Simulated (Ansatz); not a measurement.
**V (diamond): energy against volume**

All numbers below come from Ansatz 0.2.0, DFT, BLYP, plane waves (420 eV) with PAW, scalar-relativistic. The PAW files were generated under PBE, with cores re-solved for the functional.

The cell is scaled uniformly from the relaxed one, with fractional coordinates and shape fixed. Energies are extrapolated to zero smearing, pressures are those at the given smearing. Magnetic state: spin not included.

A Birch-Murnaghan fit gives V₀ = 19.61 Å³/atom, B₀ = 57 GPa, B₀′ = 4.3.

(1) What are the energy above the minimum and the pressure at 17.427 Å³/atom?

(2) What are the energy above the minimum and the pressure at 20.595 Å³/atom?

(3) What are the energy above the minimum and the pressure at 22.179 Å³/atom?

## Answers

(1) 52.8 meV/atom and 9.08 GPa as computed.

(2) 8.0 meV/atom and -1.92 GPa as computed.

(3) 47.9 meV/atom and -4.88 GPa as computed.
